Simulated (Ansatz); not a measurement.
All numbers below come from DFT PBE, scalar-relativistic, plane waves, PAW (Ansatz). Settings: cutoff 420 eV, Γ-centred meshes spaced at most about 0.3 Å⁻¹, and about 0.25 Å⁻¹ or finer for metals (2π included), Gaussian smearing. No spin polarisation in the final relaxations.

Temperature and zero-point effects are left out.

Compare these two cells of SiBiS, each relaxed at this level.

A.

```cif
data_structure
_symmetry_space_group_name_H-M 'Cmcm'
_symmetry_Int_Tables_number 63
_cell_length_a 3.4249
_cell_length_b 11.3949
_cell_length_c 6.7575
_cell_angle_alpha 90.000
_cell_angle_beta 90.000
_cell_angle_gamma 90.000
_cell_volume 263.72
loop_
_atom_site_label
_atom_site_type_symbol
_atom_site_symmetry_multiplicity
_atom_site_Wyckoff_symbol
_atom_site_fract_x
_atom_site_fract_y
_atom_site_fract_z
_atom_site_occupancy
Si1 Si 4 a 0.00000 0.00000 0.00000 1
Bi1 Bi 4 c 0.00000 0.31449 0.75000 1
S1 S 4 c 0.50000 0.08421 0.75000 1
```

B.

```cif
data_structure
_symmetry_space_group_name_H-M 'P4mm'
_symmetry_Int_Tables_number 99
_cell_length_a 3.2611
_cell_length_b 3.2611
_cell_length_c 7.1129
_cell_angle_alpha 90.000
_cell_angle_beta 90.000
_cell_angle_gamma 90.000
_cell_volume 75.64
loop_
_atom_site_label
_atom_site_type_symbol
_atom_site_symmetry_multiplicity
_atom_site_Wyckoff_symbol
_atom_site_fract_x
_atom_site_fract_y
_atom_site_fract_z
_atom_site_occupancy
Si1 Si 1 a 0.00000 0.00000 0.92760 1
Bi1 Bi 1 a 0.00000 0.00000 0.54481 1
S1 S 1 b 0.50000 0.50000 0.02759 1
```

Task: Which would you expect to be lower, and how large is the difference?

Result: B is lower, by 0.32 eV/atom. A has space group Cmcm (No. 63), 22.0 Å³/atom and no gap on its mesh; B has space group P4mm (No. 99), 25.2 Å³/atom and no gap. Counting S or Si atoms around Bi (for each partner element, those within 1.25 times its shortest distance or 1.15 times the sum of covalent radii, where it is the nearest in units of that sum or under 1.3; a plus sign parts groups by distance over the sum of covalent radii; the shortest distance is added where it exceeds 1.18 times the sum of covalent radii), A has Bi 7+4 from 3.1 Å and B has Bi 1. In A, around Si lie 4 S at 2.59 Å and 4 Bi at 3.20 Å; around Bi lie 3 S at 3.07–3.13 Å, 4 Si at 3.20 Å, 2 Bi at 3.42 Å, 2 S at 3.57 Å and 2 Si at 3.96 Å; S is surrounded by 4 Si at 2.59 Å, 3 Bi at 3.07–3.13 Å, 2 S at 3.42 Å and 2 Bi at 3.57 Å. In B, Si is surrounded by 4 S at 2.41 Å and 1 Bi at 2.72 Å; Bi is surrounded by 1 Si at 2.72 Å and 4 Bi at 3.26 Å; around S lie 4 Si at 2.41 Å. Both come from invented guesses.

Weakly bound directions are ill-defined at this level, which has no dispersion term (P4mm), and this can change margins and order among such cells. Spin–orbit coupling, which can matter for Bi, is left out. In P4mm an odd number of electrons in the primitive cell allows no gap without spin; a larger cell or a magnetic state could open one. A magnetic state wasn't ruled out in cells without spin, among them P4mm. Cells relaxed within their symmetry can be saddle points.
